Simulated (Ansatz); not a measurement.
# Equation of state of Zr₂CuS₄

A database entry relaxed whole under r2SCAN (Fd-3m):

```
Zr Cu S
1.0
     0.00000    5.20333    5.20333
     5.20333    0.00000    5.20333
     5.20333    5.20333    0.00000
Zr Cu S
4 2 8
Cartesian
  6.5042 6.5042 6.5042
  6.5042 3.9025 3.9025
  3.9025 3.9025 6.5042
  3.9025 6.5042 3.9025
  0.0000 0.0000 0.0000
  2.6017 2.6017 2.6017
  3.9178 3.9178 3.9178
  9.0905 6.5195 6.5195
  6.4888 6.4888 3.9178
  6.5195 9.0905 6.5195
  3.9178 6.4888 6.4888
  9.0905 9.0905 9.0905
  6.4888 3.9178 6.4888
  6.5195 6.5195 9.0905
```

The cell was scaled uniformly, its shape held, and the atoms relaxed at each volume with plane-wave PAW DFT (Ansatz 0.2.0; r2SCAN, 500 eV, 6×6×6 Γ-centred mesh, fermi-dirac occupations of width 0.100 eV; no spin, no spin-orbit coupling). One row is withheld.

```json
{"volume (Å³/atom)": "18.918", "energy over the lowest (meV/atom)": "23.7", "pressure (GPa)": "6.79"}
{"volume (Å³/atom)": "19.320", "energy over the lowest (meV/atom)": "10.0", "pressure (GPa)": "4.26"}
{"volume (Å³/atom)": "19.723", "energy over the lowest (meV/atom)": "2.3", "pressure (GPa)": "2.04"}
{"volume (Å³/atom)": "20.126", "energy over the lowest (meV/atom)": "0.0", "pressure (GPa)": "0.01"}
{"volume (Å³/atom)": "20.528", "energy over the lowest (meV/atom)": "?", "pressure (GPa)": "?"}
{"volume (Å³/atom)": "20.931", "energy over the lowest (meV/atom)": "9.0", "pressure (GPa)": "-3.34"}
{"volume (Å³/atom)": "21.333", "energy over the lowest (meV/atom)": "19.4", "pressure (GPa)": "-4.73"}
```

**Question.** Fit the pressures of the other rows to the third-order Birch-Murnaghan form.

**Answer.** With f = [(V₀/V)^(2/3) − 1]/2 and P = 3B₀f(1 + 2f)^(5/2)[1 + 3(B₀′ − 4)f/2], least squares gives V₀ = 20.13 Å³ an atom, B₀ = 94 GPa and B₀′ = 4.9; the rows miss the fit by 0.02 GPa. The slope of the energies differs from these pressures by 0.09 GPa, since they are taken to zero smearing while pressures follow the free energy.

**Question.** What does the withheld row hold?

**Answer.** The fit gives -1.76 GPa at 20.528 Å³; the run gave -1.80 GPa and 2.4 meV an atom.

Caveats: the shape of the cell was held; 0 K, fixed nuclei; the symmetry was kept, and this need not be the phase that is stable at 0 K; one mesh for all volumes; pressure is positive in compression.
